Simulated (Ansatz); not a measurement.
Bi2Te3 as a free-standing sheet: computed properties

Bi2Te3:
```
CELL_PARAMETERS angstrom
      4.31114     0.00000     0.00000
     -2.15557     3.73355     0.00000
      0.00000     0.00000    41.00000
ATOMIC_POSITIONS crystal
  Te 0.00000 0.00000 0.50000
  Bi 0.66667 0.33333 0.45076
  Te 0.66667 0.33333 0.59087
  Bi 0.33333 0.66667 0.54924
  Te 0.33333 0.66667 0.40913
```
Free-standing layer in the xy plane with vacuum along z and no interaction between images.

Method: the program Ansatz at the LDA level (PAW). Lattice and atoms are relaxed at this level; other levels are named.

Structure:

| Quantity | Value |
|---|---|
| In-plane lattice | a = 4.311 Å |
| Distance between the outermost nuclei | 7.45 Å |

Electronic structure:

| Property | Result |
|---|---|
| Band gap | 0.94 eV (indirect) |
| Valence-band maximum | off the standard path, at k = (-0.078, 0.214, 0.000) |
| Conduction-band minimum | at Γ |
| Ionisation potential (Kohn–Sham) | 5.56 eV |
| Electron affinity (Kohn–Sham) | 4.62 eV |
| Electron effective mass, in the valley at Γ | 0.084 mₑ |
| Hole effective mass, in the valley off the standard path, at k = (-0.078, 0.214, 0.000) | 0.46 along x, 0.71 along y (mₑ) |

Space group P-3m1 (quintuple layer). A layer that has been made, often on a substrate. Symmetry was held in the LDA relaxation; its stability against distortions is not shown here. Spin–orbit coupling is left out wherever it is not named.

Potentials: the later of the program's two PAW sets.
